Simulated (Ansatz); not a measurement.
GeW3:
```
CELL_PARAMETERS angstrom
      0.00000     3.16016     3.16016
      3.16016     0.00000     3.16016
      3.16016     3.16016     0.00000
ATOMIC_POSITIONS crystal
  Ge 0.00000 0.00000 0.00000
  W  0.50000 0.50000 0.50000
  W  0.25000 0.25000 0.25000
  W  0.75000 0.75000 0.75000
```

Relaxed with PBE. Special points in fractions of this cell's reciprocal vectors: Γ (0.000, 0.000, 0.000); X (0.500, 0.000, 0.500); U (0.625, 0.250, 0.625); K (0.375, 0.375, 0.750); L (0.500, 0.500, 0.500); W (0.500, 0.250, 0.750).

Q: List the band energies nearest the Fermi level at these points for PBE in the plane-wave PAW code Ansatz.

A: In eV from the Fermi level; about four levels below and three above (degenerate sets whole), none deeper than 8.9 eV; points with the same levels are listed once.

| k | below | above |
|---|---|---|
| Γ | -2.16 -2.16 -2.16 -1.11 | 1.83 1.83 1.83 |
| X | -2.59 -0.94 -0.01 -0.01 | 0.71 1.65 2.06 |
| U | -2.29 -1.74 -0.72 -0.69 | 0.16 0.65 0.68 |
| L | -1.77 -1.77 -1.32 -0.56 -0.56 | 1.82 1.82 2.31 |
| W | -2.54 -1.34 -1.34 -0.77 | 0.50 0.91 1.21 |

Space group Fm-3m. The cell is a constructed one: a structure type filled with these elements; neither database checked (COD, Materials Project) lists it. Its standing as an ambient phase is unchecked. The PBE relaxation kept the symmetry of its start; its stability against distortions is not shown here. The run is not spin-polarised. Spin–orbit coupling is left out wherever it is not named.

Potentials: the later of the program's two PAW sets.
